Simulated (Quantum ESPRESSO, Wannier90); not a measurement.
## Wannierisation of BiTeI (P3m1)

```xyz
3
Lattice="4.3957 0.0000 0.0000 -2.1978 3.8068 0.0000 0.0000 0.0000 7.2227" Properties=species:S:1:pos:R:3 pbc="T T T"
Bi     0.0000     0.0000    -0.5681
Te    -2.1978     1.2689    -2.2616
I      2.1978    -1.2689     1.5246
```

Structure: Materials Project mp-22965, symmetrised, not relaxed again. COD (Crystallography Open Database) has an entry of this formula and space group (matched by these alone). Computed values, not measurements, from PBEsol: Quantum ESPRESSO (norm-conserving PseudoDojo potentials, cutoff 64 Ry, spinors with spin-orbit coupling) on a Γ-centred 6×6×4 mesh, then Wannier90. Density: 12×12×4 mesh, Gaussian smearing 0.01 Ry.

A tight-binding model is made by disentanglement and projection with no localisation steps (num_iter = 0), so the 24 orbitals stay atom-like: hydrogen-like Bi: s;p; Te: s;p; I: s;p, axes along x, y, z; frozen window up to 3.78 eV relative to the valence-band maximum. It follows pw.x to 2.2 meV rms for states up to 1.3 eV relative to the valence-band maximum. Matrix elements depend on this choice of orbitals and windows.

### Question
What are the on-site energies relative to the valence-band maximum, and how fast do the hoppings decay?

### Answer
| atom | orbitals | energy (eV) |
|---|---|---|
| Bi1 | s↑ s↓ | -9.63 |
| Bi1 | pz↑ pz↓ | 0.26 |
| Bi1 | px↑ px↓ py↑ py↓ | 0.11 |
| Te2 | s↑ s↓ | -9.75 |
| Te2 | pz↑ pz↓ px↑ px↓ py↑ py↓ | -0.79 |
| I3 | s↑ s↓ | -11.72 |
| I3 | pz↑ pz↓ | -1.61 |
| I3 | px↑ px↓ py↑ py↓ | -1.55 |

```tsv
distance of the centres (Å)	largest modulus (eV)
2–3	0.52
3–4	1.2
4–5	0.26
5–6	0.043
6–7	0.13
7–8	0.082
8–9	0.024
9–10	0.024
10–11	0.027
```

Effective spin-orbit constants λ of λ L·S, from the same-site elements px↑–py↑ (λ/2) and dx2-y2↑–dxy↑ (λ), where they are among the larger elements: Bi1 p 1.4 eV, I3 p 0.64 eV, Te2 p 0.50 eV.
